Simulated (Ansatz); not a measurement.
An Ansatz (a quantum-chemistry and plane-wave program) run. Input:

Ansatz 0.2 input:
```yaml
crystal:
  lattice:
    - [4.4270178163, 0.0, 0.0]
    - [0.0, 4.4270178163, 0.0]
    - [0.0, 0.0, 4.4270178163]
  atoms:
    - { symbol: Al, position: [0.0, 0.0, 0.0] }
    - { symbol: Ga, position: [0.5, 0.5, 0.0] }
    - { symbol: Ga, position: [0.0, 0.5, 0.5] }
    - { symbol: Ga, position: [0.5, 0.0, 0.5] }
    - { symbol: N, position: [0.7548139811, 0.7548139811, 0.2451860189] }
    - { symbol: N, position: [0.7548139811, 0.2451860189, 0.7548139811] }
    - { symbol: N, position: [0.2451860189, 0.2451860189, 0.2451860189] }
    - { symbol: N, position: [0.2451860189, 0.7548139811, 0.7548139811] }
kpoints:
  mp_grid: { grid: [6, 6, 6] }
hamiltonian:
  xc: lda
  pseudopotentials: { kind: paw }
scf:
  occupations: { method: fixed }
phonons:
  method: dfpt
  response_accuracy: low
  qmesh: [2, 2, 2]
  interpolated_qmesh: [12, 12, 12]
  dielectric: true
  rigid_motions: translations
  temperatures: { t_max: 1000, t_step: 50 }
  qpath:
    path:
      - [[0.0, 0.0, 0.0], [0.0, 0.5, 0.0], [0.5, 0.5, 0.0], [0.0, 0.0, 0.0], [0.5, 0.5, 0.5], [0.0, 0.5, 0.0]]  # Γ-X-M-Γ-R-X
      - [[0.5, 0.5, 0.5], [0.5, 0.5, 0.0]]  # R-M
    npoints: 13
```

Output (shortened):

```
WARN phonons: the dynamical matrix that this run interpolates holds no multipole term above the dipole-dipole one, and a site of this crystal is no centre of …
Pseudopotential: Al, paw, valence charge 3
Pseudopotential: Ga, paw, valence charge 13
Pseudopotential: N, paw, valence charge 5
Functional definition: SPW92
Crystal: 8 atoms, lattice volume = 86.763 Å³
Basis set: ecut = 420 eV, 1743 PW (Γ), exchange–correlation on 60×60×60 points (8 copies of the dense FFT grid, shifted against one another)
Bands: 39, of which v1, the nominal top of the filled ones, is band 31 counted from 1 (30 counted from 0)
Symmetry: 24 space group operations
k-points: 112 of 216 (irreducible under 1 space group operation, time reversal used)
SCF iter   1: F=—  HF=-13136.093010 eV  |F-HF|=—  |Δ(HF+E_count)|=         —  Δρ=1.22e-2  dr2=1.25e-1  ethr=1.77e-3  ⟨swp⟩=5.0  Hψ=14935  notcnv=0  defer=580
preconditioner: auto → Resta (q_TF=auto, 2.580 Å⁻¹)
SCF iter   2: F=—  HF=-13136.057071 eV  |F-HF|=—  |Δ(HF+E_count)|=   3.59e-2  Δρ=3.54e-3  dr2=6.25e-3  ethr=2.02e-4  ⟨swp⟩=2.2  Hψ=6775  notcnv=0  defer=652
SCF iter   3: F=—  HF=-13136.055191 eV  |F-HF|=—  |Δ(HF+E_count)|=   1.88e-3  Δρ=1.53e-3  dr2=1.09e-3  ethr=1.01e-5  ⟨swp⟩=2.0  Hψ=5145  notcnv=0  defer=652
SCF iter   4: F=—  HF=-13136.054791 eV  |F-HF|=—  |Δ(HF+E_count)|=   4.00e-4  Δρ=1.19e-4  dr2=7.09e-6  ethr=1.77e-6  ⟨swp⟩=2.0  Hψ=5543  notcnv=0  defer=652
SCF iter   5: F=—  HF=-13136.054794 eV  |F-HF|=—  |Δ(HF+E_count)|=   2.96e-6  Δρ=5.04e-5  dr2=1.53e-6  ethr=1.14e-8  ⟨swp⟩=2.0  Hψ=7470  notcnv=0  defer=376
SCF iter   6: F=—  HF=-13136.054792 eV  |F-HF|=—  |Δ(HF+E_count)|=   1.89e-6  Δρ=1.37e-5  dr2=1.35e-7  ethr=2.47e-9  ⟨swp⟩=2.0  Hψ=7460  notcnv=0  defer=373
SCF iter   7: F=—  HF=-13136.054792 eV  |F-HF|=—  |Δ(HF+E_count)|=   6.65e-9  Δρ=3.74e-6  dr2=1.29e-8  ethr=2.18e-10  ⟨swp⟩=3.0  Hψ=8806  notcnv=0  defer=373
SCF iter   8: F=—  HF=-13136.054792 eV  |F-HF|=—  |Δ(HF+E_count)|=  5.46e-11  Δρ=5.97e-7  dr2=2.39e-10  ethr=2.09e-11  ⟨swp⟩=3.0  Hψ=7701  notcnv=0  defer=373
SCF iter   9: F=-13136.054792 eV  HF=-13136.054792 eV  |F-HF|=0.00e0  |Δ(HF+E_count)|=  9.82e-11  Δρ=9.55e-8  dr2=7.25e-12  ethr=1.00e-12  ⟨swp⟩=12.1  Hψ=24113  notcnv=0
SCF 1 converged in 9 iterations: F = -13136.054792 eV  dr2 = 7.25e-12
DFPT response loops at Γ: preconditioner auto → none (the input reference at scf.mixing.eps_inf says where Resta's filter doesn't serve); β = 0.50 …
── the response to a field inside a basis, on 6×6×6 k-points: an SCF that follows is theirs, and a resumed run solves both again ──
Crystal: 8 atoms, lattice volume = 86.763 Å³
Bands: 32, of which v1, the nominal top of the filled ones, is band 31 counted from 1 (30 counted from 0)
k-points: 10 of 216 (time reversal used)
SCF iter   1: F=—  HF=-13135.976013 eV  |F-HF|=—  |Δ(HF+E_count)|=         —  Δρ=4.62e-4  dr2=5.88e-5  ethr=1.00e-1
preconditioner: auto → Resta (q_TF=auto, 2.580 Å⁻¹)
SCF iter   2: F=—  HF=-13135.976012 eV  |F-HF|=—  |Δ(HF+E_count)|=   3.89e-7  Δρ=2.32e-4  dr2=1.64e-5  ethr=9.48e-8
SCF iter   3: F=—  HF=-13135.976010 eV  |F-HF|=—  |Δ(HF+E_count)|=   2.23e-6  Δρ=5.02e-5  dr2=1.16e-6  ethr=2.65e-8
SCF iter   4: F=-13135.976010 eV  HF=-13135.976010 eV  |F-HF|=4.04e-8  |Δ(HF+E_count)|=   3.84e-7  Δρ=8.38e-6  dr2=1.69e-8  ethr=1.86e-9
SCF 1 converged in 4 iterations: F = -13135.976010 eV  dr2 = 1.69e-8
DFPT response loops at Γ: mixed as the last ones told, above
WARN: field response: ε∞ stands inside a basis, on 6×6×6 points …
NSCF: frozen V_eff on 20 k-points
NSCF: frozen V_eff on 224 k-points
DFPT response loops at q = (0, 0, -0.5) (fractional): preconditioner auto → Resta (q_TF=auto, 2.580 Å⁻¹)  ε∞=4.8 (no band partly filled) …
NSCF: frozen V_eff on 224 k-points
DFPT response loops at q = (0, -0.5, -0.5) (fractional): mixed as the last ones told, above
NSCF: frozen V_eff on 224 k-points
DFPT response loops at q = (-0.5, -0.5, -0.5) (fractional): mixed as the last ones told, above
SCF converged after 9 iterations
Free energy (F): -13136.054792 eV
Harris-Foulkes:  -13136.054792 eV  (|F-HF|=0.00e0)
Internal energy: -13136.054792 eV  (E = F + TS)
E sigma→0 (E₀):  -13136.054792 eV
Fermi energy:    9.076858 eV
--- Per-component energies (eV) ---
  E_band       = -13.574921
  E_kinetic    = 903.426368
  E_local      = -6460.396008  (includes V_loc(G=0)·N_el)
  E_nonlocal   = 1490.723714
  E_hartree    = 2955.809206
  E_xc         = -485.450108
  E_vxc        = -511.907418  (∫ρ·V_xc dr)
  E_paw        = -6667.109316  (= ΣΔE_a)
  E_vpaw       = -1347.040019  (= ΣTr[D̂ρ^β])
  E_aug_tail   = 0.000150  (compensation charges beyond the density's cutoff)
  E_ewald      = -4878.620131
  E_core_change = 5.561332  (= ΣΔE_core)
  E_smearing   =  0.000000  (= −TS)
  E_closure    = 0.000000  (closes the sum)
  Σ components = -13136.054792   (vs F -13136.054792, Δ=0.00e0)
  [band-id]    e_kinetic+e_local+e_nonlocal+2·e_hartree+e_vxc+e_vpaw+e_augmentation_tail = -13.574800   (vs E_band -13.574921, Δ=1.21e-4)
--- Band table (eV; the first three rows and the last of 112) ---
  k-point 0: bands = ["-6.7036", "-5.4364", "-5.4364", "-5.4364", "-4.2449", "-4.2188", "-4.2188", "-4.2188", "-4.1383", "-4.1383", "-3.9872", "-3.9872", "-3.9872", "-3.9452", "-3.9452", "-3.8835", "-2.3149", "-2.3149", "-2.3149", "2.8437", "2.8437", …
  k-point 1: bands = ["-6.5865", "-5.4676", "-5.4373", "-5.4373", "-4.2382", "-4.2156", "-4.2156", "-4.1942", "-4.1321", "-4.1236", "-4.0202", "-4.0202", "-3.9861", "-3.9581", "-3.9450", "-3.8935", "-2.6451", "-2.2512", "-2.2512", "2.9616", "3.1646", …
  k-point 2: bands = ["-6.2738", "-5.5904", "-5.4392", "-5.4392", "-4.2055", "-4.1999", "-4.1999", "-4.1491", "-4.0955", "-4.0911", "-4.0911", "-4.0904", "-3.9808", "-3.9784", "-3.9461", "-3.9193", "-3.2973", "-2.1253", "-2.1253", "3.2676", "3.6467", …
  k-point 111: bands = ["-5.7697", "-5.5702", "-5.5702", "-5.5702", "-4.2295", "-4.2295", "-4.2295", "-4.1503", "-4.1503", "-4.0244", "-4.0244", "-4.0244", "-3.9179", "-3.9179", "-3.9179", "-2.9146", "-2.9146", "-2.9146", "-2.4199", "1.9546", "1.9546", …
--- Phonons (Γ-DFPT): 4 representative perturbations + reference, on 112 of 216 k-points (Σ response iterations 12) ---
  ASR residual: 4.998e-5 → 0.000e0 eV/Å²; symmetrization residual: 1.195e-5 eV/Å²
  ASR residual per site (eV/Å²): 5.00e-5 2.59e-5 2.59e-5 2.59e-5 4.25e-5 4.25e-5 4.25e-5 4.25e-5
  Γ frequencies (cm⁻¹): 0.00 0.00 0.00 194.10 194.10 194.10 238.30 238.30 238.30 417.98 417.98 417.98 575.20 575.20 575.20 611.37 611.37 611.37 666.73 666.73 666.73 690.57 690.57 708.56
  ε∞ (high-frequency dielectric tensor):
        5.384690     0.000000     0.000000
        0.000000     5.384690     0.000000
        0.000000     0.000000     5.384690
  ε⁰ (static dielectric tensor: ions relaxed, cell fixed):
        9.554958     0.000000     0.000000
        0.000000     9.554958     0.000000
        0.000000     0.000000     9.554958
  ε⁰ − ε∞ (ionic part):
        4.170268     0.000000     0.000000
        0.000000     4.170268     0.000000
        0.000000     0.000000     4.170268
  softest optical mode at Γ: 194.10 cm⁻¹; the repairs (sum rule, projections) moved no ω² at Γ by more than (2.79 cm⁻¹)²
  Born effective charges Z* (e; rows j = field, columns β = displacement):
    site 0:
         2.56890    0.00000    0.00000
         0.00000    2.56890    0.00000
         0.00000    0.00000    2.56890
    site 1:
         2.56833    0.00000    0.00000
         0.00000    2.56833    0.00000
         0.00000    0.00000    2.67921
    site 2:
         2.67921    0.00000    0.00000
         0.00000    2.56833    0.00000
         0.00000    0.00000    2.56833
    site 3:
         2.56833    0.00000    0.00000
         0.00000    2.67921    0.00000
         0.00000    0.00000    2.56833
    site 4:
        -2.59619    0.05543   -0.05543
         0.05543   -2.59619   -0.05543
        -0.05543   -0.05543   -2.59619
    site 5:
        -2.59619   -0.05543    0.05543
        -0.05543   -2.59619   -0.05543
         0.05543   -0.05543   -2.59619
    site 6:
        -2.59619    0.05543    0.05543
         0.05543   -2.59619    0.05543
         0.05543    0.05543   -2.59619
    site 7:
        -2.59619   -0.05543   -0.05543
        -0.05543   -2.59619    0.05543
        -0.05543    0.05543   -2.59619
  Z* charge neutrality: 1.200e-3 e pre-enforcement
  solved inside a basis spanned on kpoints, on 6×6×6 k-points, its susceptibility summed on 10×10×10: ε∞ is read to err by 1.9e-2, Z* by 1.4e-2 e (field_mesh …
  optical modes at Γ without the LO–TO term, one row a degenerate level:
      ω (cm⁻¹)  modes    IR ((D/Å)²/amu)
        194.10      3             0.0000
        238.30      3             0.3451
        417.98      3             5.4573
        575.20      3           130.8529
        611.37      3             0.0000
        666.73      3            33.8367
        690.57      2             0.0000
        708.56      1             0.0000
  optical modes at Γ + LO–TO along q̂ = [1.0000, 0.0000, 0.0000]:
      ω (cm⁻¹)  modes    IR ((D/Å)²/amu)
        194.10      3             0.0000
        238.30      2             0.2300
        238.87      1             0.0308
        417.98      2             3.6382
        421.95      1             0.2894
        575.20      2            87.2353
        611.37      3             0.0000
        640.95      1             2.8602
        666.73      2            22.5578
        690.57      2             0.0000
        708.56      1             0.0000
        787.67      1            53.6502
  optical modes at Γ + LO–TO along q̂ = [0.0000, 1.0000, 0.0000]:
      ω (cm⁻¹)  modes    IR ((D/Å)²/amu)
        194.10      3             0.0000
        238.30      2             0.2300
        238.87      1             0.0308
        417.98      2             3.6382
        421.95      1             0.2894
        575.20      2            87.2353
        611.37      3             0.0000
        640.95      1             2.8602
        666.73      2            22.5578
        690.57      2             0.0000
        708.56      1             0.0000
        787.67      1            53.6502
  optical modes at Γ + LO–TO along q̂ = [0.0000, 0.0000, 1.0000]:
      ω (cm⁻¹)  modes    IR ((D/Å)²/amu)
        194.10      3             0.0000
        238.30      2             0.2300
        238.87      1             0.0308
        417.98      2             3.6382
        421.95      1             0.2894
        575.20      2            87.2353
        611.37      3             0.0000
        640.95      1             2.8602
        666.73      2            22.5578
        690.57      2             0.0000
        708.56      1             0.0000
        787.67      1            53.6502
  non-analytic LO–TO correction: the dipole-dipole term of the run's Born effective charges and high-frequency dielectric tensor (where they are solved with …
--- Phonons (arbitrary-q DFPT): 4 irreducible q on the 2×2×2 mesh ---
  q = [0.0000, 0.0000, 0.0000] (star 1, of the zone-centre solve; hermiticity 8.14e-7, symmetrization 3.53e-7):  0.00  0.00 0.00 194.10 194.10 194.10 238.30 238.30 238.30 417.98 417.98 417.98 575.20 575.20 575.20 611.37 611.37 611.37 666.73 666.73 666.73 690.57 690.57 708.56
  q = [0.0000, 0.0000, -0.5000] (star 3, 9 solved perturbations in 580 linear systems a pass and spin channel, the states on 112 of 216 k-point pairs; hermiticity 1.16e-6, symmetrization 8.03e-13): 152.74 152.74 172.82 172.82 213.12 226.21 233.06 266.50 …
  q = [0.0000, -0.5000, -0.5000] (star 3, 9 solved perturbations in 580 linear systems a pass and spin channel, the states on 112 of 216 k-point pairs; hermiticity 1.31e-6, symmetrization 1.50e-13): 149.18 150.99 171.30 171.30 216.41 221.64 221.64 273.64 …
  q = [-0.5000, -0.5000, -0.5000] (star 1, 4 solved perturbations in 212 linear systems a pass and spin channel, the states on 112 of 216 k-point pairs; hermiticity 6.96e-7, symmetrization 1.93e-12): 136.97 136.97 136.97 141.55 141.55 176.12 176.12 176.12 …
  sum rule: each row above includes the acoustic sum rule's correction from the zone centre's row sums; it moved no ω² by more than (1.50 cm⁻¹)²
  mesh force constants: q→R imaginary residual 6.59e-18; ASR residual 4.998e-5 → 0.000e0 eV/Å²; symmetrization residual 2.132e-14 eV/Å²
  interpolated dispersion: 81 rows × 24 modes
  density of states and harmonic sums: on the 12×12×12 q-mesh, interpolated from the force constants of a 2×2×2 supercell (with the dipole–dipole term)
  largest difference from the sums on the solved wave vectors: F 6.93e-2 eV, S 1.02e-4 and C_V 3.17e-5 eV/K
  zero-point energy: 0.668000 eV/cell   skipped modes (ω ≤ 0): 3   left out of the sums: 7.23e-5 of the cell's modes …
```

Cost: around 20 core-minutes (rough) on shared cores.

Space group P-43m. The first step of the workflow began from a Materials Project structure, measured or hypothetical; the Crystallography Open Database copy checked does not list it. With Al and Ga taken as one species the cell has the higher symmetry F-43m, so it may be an ordered model of a mixed-site phase. Whether it is the stable phase at ambient conditions was not checked. Symmetry was held in the LDA relaxation. Spin–orbit coupling is left out wherever it is not named.

Potentials: the later of the program's two PAW sets.

Ansatz is a plane-wave DFT program.
